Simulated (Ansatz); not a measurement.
Data:

Be (diamond, space group No. 227), a = b = c = 4.9308 Å, α = β = γ = 90.00°; the cell used has 2 atoms.

This is the r²SCAN-relaxed structure.

Question: All from r²SCAN (plane waves, PAW; program Ansatz), unless another level is named. Estimate the bulk modulus (Birch–Murnaghan fit).

Answer: 43.3 GPa.

Question: What about the highest zone-centre frequency?

Answer: 502 cm⁻¹.

Space group Fd-3m (diamond). A made-up cell: these elements were put on the sites of a structure type; neither database checked (COD, Materials Project) lists it. It is not the phase usual at ambient conditions (space group No. 194). The r²SCAN relaxation kept the symmetry of its start. At this level the phase is mechanically unstable. As this level gives no gap, phonon frequencies hold no LO–TO term and depend on the k-mesh and smearing (Fermi–Dirac, 0.1 eV here).

Potentials: the later of the program's two PAW sets.
